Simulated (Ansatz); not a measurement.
## SiO2, a database entry at a rescaled volume

```yaml
crystal:
  lattice:
    - [4.24263, 0.00000, 0.00000]
    - [0.00000, 4.24263, 0.00000]
    - [0.00000, 0.00000, 2.70771]
  atoms:
    - { symbol: Si, position: [0.00000, 0.00000, 0.00000] }
    - { symbol: Si, position: [0.50000, 0.50000, 0.50000] }
    - { symbol: O, position: [0.30670, 0.30670, 0.00000] }
    - { symbol: O, position: [0.19330, 0.80670, 0.50000] }
    - { symbol: O, position: [0.69330, 0.69330, 0.00000] }
    - { symbol: O, position: [0.80670, 0.19330, 0.50000] }
```

Level: PBE, spin-orbit coupling; 420 eV; 5×5×8 Γ-centred mesh; fermi-dirac occupations (width 0.1 eV); Ansatz 0.2.0, fixed geometry.

The state carries no moments; the state need not be the lowest.

Stress: The pressure is -3.1 GPa (compression positive), so with the atoms held at these fractions the cell would first shrink. The principal stresses -4.8, -2.3, -2.3 GPa differ, so its shape would change too.
Band edges: Within 0.7 eV of the edges, the states project mainly on O p (98 %) below the gap and on Si s (53 %) and O s (38 %) above it.
Forces: The largest is on O3 (and as large on other atoms): 0.08 eV/Å, components (0.06, 0.06, 0.00). It makes 49° with the line to a nearest neighbour, Si2 at 1.78 Å.
Electronic structure: The gap is 4.85 eV, direct at the points sampled.
Charges: Bader charges in e: Si +3.26, O -1.63. In the mean Si gives up most and O takes most.
Formation energy: -2.59 eV an atom against the elements' usual phases (free molecules for gases, crystals otherwise, with no correction for O₂ or N₂), so it is bound against them; other compounds may still compete. Relaxing would lower it.

Origin: a database entry at a rescaled volume.
